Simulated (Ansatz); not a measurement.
Bi$_{2}$Te$_{3}$:
```
CELL_PARAMETERS angstrom
      4.31114     0.00000     0.00000
     -2.15557     3.73355     0.00000
      0.00000     0.00000    41.00000
ATOMIC_POSITIONS crystal
  Te 0.00000 0.00000 0.50000
  Bi 0.66667 0.33333 0.45076
  Te 0.66667 0.33333 0.59087
  Bi 0.33333 0.66667 0.54924
  Te 0.33333 0.66667 0.40913
```
Free-standing layer in the xy plane with vacuum along z and no interaction between images.

Relaxed with LDA. Special points in fractions of this cell's reciprocal vectors: Γ (0.000, 0.000, 0.000); M (0.500, 0.000, 0.000); K (0.333, 0.333, 0.000).

Problem. List the band energies nearest the valence-band maximum at these points for plane-wave PAW LDA (Ansatz code).

Solution. In eV from the valence-band maximum; about four levels below and three above (degenerate sets whole), none deeper than 8.9 eV; points with the same levels are listed once.

```
k                          below           above
-  -----------------------------  --------------
Γ        -0.86 -0.49 -0.33 -0.33  0.94 1.56 1.56
M        -1.88 -1.14 -0.70 -0.58  1.46 2.22 2.27
K  -2.42 -2.42 -1.24 -0.47 -0.47  1.89 2.61 2.61
```

Space group P-3m1 (quintuple layer). A layer that has been made, often on a substrate. The LDA relaxation kept the symmetry of its start; whether a distortion lowers the energy is not shown. Spin–orbit coupling is left out wherever it is not named.

Potentials: the later of the program's two PAW sets.
